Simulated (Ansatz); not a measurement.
A distorted cell of Ge (diamond):

```yaml
crystal:
  lattice:
    - [0.00000, 2.83720, 2.83720]
    - [2.83720, 0.00000, 2.83720]
    - [2.83720, 2.83720, 0.00000]
  atoms:
    - { symbol: Ge, position: [0.50000, 0.50000, 0.50000] }
    - { symbol: Ge, position: [0.67833, 0.82167, 0.60667] }
```

These are r2SCAN (plane waves to 500 eV, PAW, scalar-relativistic; Ansatz, an electronic-structure program) values and carry that method's errors. k mesh 8×8×8 (Γ-centred), Fermi-Dirac smearing 0.05 eV. Energies are smeared free energies. Compression counts positive. As the smearing reaches across the gap at some points, energies and forces of such displacements shift with the k mesh and the smearing. Ge was relaxed with its symmetry unable to fall.

Task: What forces act on the atoms (eV/Å, Cartesian)?

Result: 
| atom | Fx | Fy | Fz |
|---|---|---|---|
| Ge1 | -3.048 | -4.968 | -3.708 |
| Ge2 | 3.048 | 4.968 | 3.708 |

Task: Give the stress tensor in GPa and the pressure.

Result: 
```
   15.7      7.5     22.7
    7.5      1.5      8.7
   22.7      8.7     20.1
```
The pressure, a third of the trace, is 12.4 GPa.

Task: In it atom 2 sits (-0.203, -0.610, 0.000) Å away from its relaxed site. What is its energy relative to the relaxed cell?

Result: 2059 meV/cell.

(For displaced atoms, the force is minus the slope of the energy, and its curvature is a force constant, which sets phonon frequencies.)
